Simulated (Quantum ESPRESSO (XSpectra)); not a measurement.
Quantum ESPRESSO (XSpectra) run for X-ray absorption at the Br K edge of TlBr (Pm-3m). Geometry: Materials Project entry mp-22875 (a computed structure). The cell is the entry's, not relaxed again. The ground-state test found a gap, so occupations are fixed and the excited electron is left out (charged cell on a uniform background); energies count from the highest occupied level. pw.x input:

```
&CONTROL
  calculation = 'scf'
  prefix = 'x'
  pseudo_dir = './pseudo'
  outdir = './out'
/
&SYSTEM
  ibrav = 0
  nat = 16
  ntyp = 3
  ecutwfc = 50
  input_dft = 'PZ'
  tot_charge = 1
  occupations = 'fixed'
/
&ELECTRONS
  conv_thr = 1.6e-07
  mixing_beta = 0.4
/
ATOMIC_SPECIES
Brh 79.904 Br.lda-tm-gipaw-star1s.UPF
Tl 204.380 Tl.upf
Br 79.904 Br.lda-tm-gipaw.UPF
CELL_PARAMETERS angstrom
   7.999820000    0.000000000    0.000000000
   0.000000000    7.999820000    0.000000000
   0.000000000    0.000000000    7.999820000
ATOMIC_POSITIONS crystal
Tl     0.000000000    0.000000000    0.000000000
Tl     0.000000000    0.000000000    0.500000000
Tl     0.000000000    0.500000000    0.000000000
Tl     0.000000000    0.500000000    0.500000000
Tl     0.500000000    0.000000000    0.000000000
Tl     0.500000000    0.000000000    0.500000000
Tl     0.500000000    0.500000000    0.000000000
Tl     0.500000000    0.500000000    0.500000000
Brh    0.250000000    0.250000000    0.250000000
Br     0.250000000    0.250000000    0.750000000
Br     0.250000000    0.750000000    0.250000000
Br     0.250000000    0.750000000    0.750000000
Br     0.750000000    0.250000000    0.250000000
Br     0.750000000    0.250000000    0.750000000
Br     0.750000000    0.750000000    0.250000000
Br     0.750000000    0.750000000    0.750000000
K_POINTS automatic
2 2 2 0 0 0
```

xspectra.x input:

```
&input_xspectra
  calculation = 'xanes_dipole'
  edge = 'K'
  prefix = 'x'
  outdir = './out'
  xonly_plot = .false.
  xiabs = 1
  xcoordcrys = .false.
  xepsilon(1) = 1.0
  xepsilon(2) = 0.0
  xepsilon(3) = 0.0
  xniter = 1500
  xcheck_conv = 50
  xerror = 0.002
  x_save_file = 'x0.sav'
/
&plot
  xnepoint = 451
  xemin = -5.0
  xemax = 40.0
  xgamma = 1.5
  terminator = .true.
  cut_occ_states = .true.
/
&pseudos
  filecore = 'core.wfc'
/
&cut_occ
  cut_desmooth = 0.1
  cut_stepl = 0.01
  cut_ierror = 1e-6
/
2 2 2 1 1 1
```

End of the pw.x output:

```
     3.6864   4.1284   4.1553   4.1553   4.3325   4.3325   4.5776   4.6138

          k =-0.5000-0.5000-0.5000 ( 20672 PWs)   bands (ev):

   -13.5240  -8.5355  -8.4946  -8.4946  -8.4946  -8.3687  -8.3687  -8.3687
    -5.0601  -5.0601  -5.0601  -5.0459  -5.0459  -5.0459  -5.0342  -5.0342
    -5.0291  -5.0291  -5.0220  -5.0213  -5.0213  -5.0213  -5.0181  -5.0181
    -5.0181  -5.0169  -5.0169  -5.0169  -5.0142  -5.0142  -5.0142  -4.9995
    -4.9827  -4.9827  -4.9827  -4.9824  -4.9824  -4.9824  -4.9717  -4.9717
    -4.9706  -4.9706  -4.9423  -4.9423  -4.9423  -4.9410  -4.9410  -4.9410
    -0.8084  -0.8084  -0.8084  -0.0530   0.1064   0.1064   0.1064   0.1430
     0.7660   0.7660   0.7660   3.0439   3.0439   3.1310   3.1310   3.1310
     3.1805   3.1805   3.1805   3.2562   3.2562   3.2664   3.2664   3.2664
     4.1194   4.1194   4.1194   4.2885   4.3488   4.3488   4.3488   4.4199

     highest occupied level (ev):     4.8192

!    total energy              =   -1321.16935175 Ry
     estimated scf accuracy    <       0.00000005 Ry

     The total energy is the sum of the following terms:
     one-electron contribution =    -255.76514305 Ry
     hartree contribution      =     226.96670763 Ry
     xc contribution           =    -475.05727897 Ry
     ewald contribution        =    -817.31363737 Ry

     convergence has been achieved in  11 iterations

     XML data file, charge density, pseudopotentials, collected wavefunctions
```

xspectra.x output, shortened:

```
... Begin STEP 1 ...

        Radial transition matrix element(s) used in the calculation of the
        initial vector of the Lanczos basis (|tilde{phi}_abs> normalized)
        | For PAW proj. (l=1) #1: radial matrix element =   0.003613129
        | For PAW proj. (l=1) #2: radial matrix element =   0.004727719

NB: the     2 k-point are not all listed below because npool=  4
        |-------------------------------------------------------------
        ! k-point #     1:  ( 0.2500,  0.2500,  0.2500),  0.2500,   1
        |-------------------------------------------------------------
 okvan= F
        |   Norm of the initial Lanczos vector: 0.27323082E-02
        !   => CONVERGED at iter    250 with error=  0.00137756
        |-------------------------------------------------------------
        ! k-point #     2:  ( 0.2500,  0.2500,  0.7500),  0.2500,   1
        |-------------------------------------------------------------
 okvan= F
        |   Norm of the initial Lanczos vector: 0.27323082E-02
        !   => CONVERGED at iter    250 with error=  0.00137773

     Results of STEP 1 successfully written in x_save_file
     x_save_file name:
     ->  x0.sav
     x_save_file version:  2

     ... End STEP 1 ...

     ... Begin STEP 2 ...

     The spectrum is calculated using the following parameters:
        energy-zero of the spectrum [eV]:    4.8192
        the occupied states are elimintate from the spectrum

        ...
... Begin STEP 2 ...

     The spectrum is calculated using the following parameters:
        energy-zero of the spectrum [eV]:    4.8192
        the occupied states are elimintate from the spectrum
        xemin [eV]:  -5.00
        xemax [eV]:  40.00
        xnepoint:  451
        constant broadening parameter [eV]:    1.500
        Core level energy [eV]: -0.1347E+05
         (from electron binding energy of neutral atoms in X-ray data booklet)

     Cross-section successfully written in xanes.dat

     ... End STEP 2 ...

     xanes        :     17.91s CPU     18.13s WALL (       1 calls)

     -------------------------------------------------------------------------
                                END JOB XSpectra
     -------------------------------------------------------------------------
```

xanes.dat for the field along x, every fifth line (energy in eV, cross section):

```
   -5.000   2.9630e-05
   -4.500   3.2020e-05
   -4.000   3.4780e-05
   -3.500   3.8000e-05
   -3.000   4.1810e-05
   -2.500   4.6380e-05
   -2.000   5.1940e-05
   -1.500   5.8820e-05
   -1.000   6.7530e-05
   -0.500   7.8790e-05
    0.000   9.3690e-05
    0.500   1.1410e-04
    1.000   1.4260e-04
    1.500   1.8270e-04
    2.000   2.3680e-04
    2.500   3.0150e-04
    3.000   3.6600e-04
    3.500   4.1770e-04
    4.000   4.4020e-04
    4.500   4.3140e-04
    5.000   4.0950e-04
    5.500   3.8760e-04
    6.000   3.6060e-04
    6.500   3.2630e-04
    7.000   3.0030e-04
    7.500   2.9470e-04
    8.000   3.0960e-04
    8.500   3.3720e-04
    9.000   3.7320e-04
    9.500   4.2620e-04
   10.000   4.9780e-04
   10.500   5.5900e-04
   11.000   5.7070e-04
   11.500   5.3480e-04
   12.000   4.8170e-04
   12.500   4.3920e-04
   13.000   4.2090e-04
   13.500   4.2760e-04
   14.000   4.5870e-04
   14.500   5.1900e-04
   15.000   6.1060e-04
   15.500   7.1160e-04
   16.000   7.7280e-04
   16.500   7.7190e-04
   17.000   7.4080e-04
   17.500   7.0750e-04
   18.000   6.7630e-04
   18.500   6.4740e-04
   19.000   6.1300e-04
   19.500   5.6080e-04
   20.000   5.0070e-04
   20.500   4.5720e-04
   21.000   4.4240e-04
   21.500   4.4990e-04
   22.000   4.5990e-04
   22.500   4.5790e-04
   23.000   4.5240e-04
   23.500   4.5860e-04
   24.000   4.7790e-04
   24.500   4.9630e-04
   25.000   4.9600e-04
   25.500   4.7510e-04
   26.000   4.5020e-04
   26.500   4.3550e-04
   27.000   4.3230e-04
   27.500   4.3100e-04
   28.000   4.2520e-04
   28.500   4.1950e-04
   29.000   4.2200e-04
   29.500   4.3470e-04
   30.000   4.5290e-04
   30.500   4.6970e-04
   31.000   4.8050e-04
   31.500   4.8530e-04
   32.000   4.9220e-04
   32.500   5.1380e-04
   33.000   5.5730e-04
   33.500   6.1250e-04
   34.000   6.4910e-04
   34.500   6.4390e-04
   35.000   6.1290e-04
   35.500   5.8460e-04
   36.000   5.6530e-04
   36.500   5.4220e-04
   37.000   5.0760e-04
   37.500   4.7000e-04
   38.000   4.4100e-04
   38.500   4.2270e-04
   39.000   4.0850e-04
   39.500   3.9160e-04
   40.000   3.7270e-04
```
